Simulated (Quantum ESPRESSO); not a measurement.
```cif
data_C2K2Pt
_chemical_formula_sum 'C2 K2 Pt1'
_space_group_name_H-M_alt 'P-3m1'
_space_group_IT_number 164
_space_group_name_Hall '-P 3 2"'
_cell_length_a 5.13834
_cell_length_b 5.13834
_cell_length_c 5.19454
_cell_angle_alpha 90.000
_cell_angle_beta 90.000
_cell_angle_gamma 120.000
loop_
_atom_site_label
_atom_site_type_symbol
_atom_site_symmetry_multiplicity
_atom_site_Wyckoff_symbol
_atom_site_fract_x
_atom_site_fract_y
_atom_site_fract_z
_atom_site_occupancy
C1 C 2 c 0.00000 0.00000 0.12211 1
K1 K 2 d 0.66667 0.33333 0.22176 1
Pt1 Pt 1 b 0.00000 0.00000 0.50000 1
```

The geometry is that of Materials Project entry mp-976876, symmetrised and not relaxed again.

Task: What does norm-conserving PBEsol (Quantum ESPRESSO, 84 Ry, with spin-orbit coupling) give for the electronic structure near the Fermi level?

Result: The PBEsol gap is indirect, 0.59 eV, from A to L; the smallest direct gap is 0.63 eV. 

The structure is a Materials Project entry; no match was found in the copy of COD used, and its stability was not checked.
